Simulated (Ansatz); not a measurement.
Q: CdSe in space group P6_3mc (No. 186; Cd on 2a, Cd on 2b, Se on 2a, Se on 2b) is relaxed with PBEsol (plane waves, PAW; program Ansatz). What lattice parameters of the conventional cell result?

A: a = 4.301 Å, c = 14.044 Å.

Q: Give the free coordinates with the occupied sites.

A: In one choice of origin and axes:

```json
[
 {"atom": "Cd", "site": "2a", "symmetry": "3m.", "x": "0.0000", "y": "0.0000", "z": "0.0003"},
 {"atom": "Cd", "site": "2b", "symmetry": "3m.", "x": "0.3333", "y": "0.6667", "z": "0.2502"},
 {"atom": "Se", "site": "2a", "symmetry": "3m.", "x": "0.0000", "y": "0.0000", "z": "0.3127"},
 {"atom": "Se", "site": "2b", "symmetry": "3m.", "x": "0.3333", "y": "0.6667", "z": "0.0624"}
]
```

Q: Is it a metal or does it have a gap at this level?

A: A gap of 0.51 eV, direct.

The cell is a constructed one: a structure type filled with these elements. Its sites differ from those of the usual phase in this space group: another stacking or structure type. Symmetry was held in the PBEsol relaxation; whether a distortion lowers the energy is not shown. Spin–orbit coupling is left out wherever it is not named.

Potentials: the later of the program's two PAW sets.
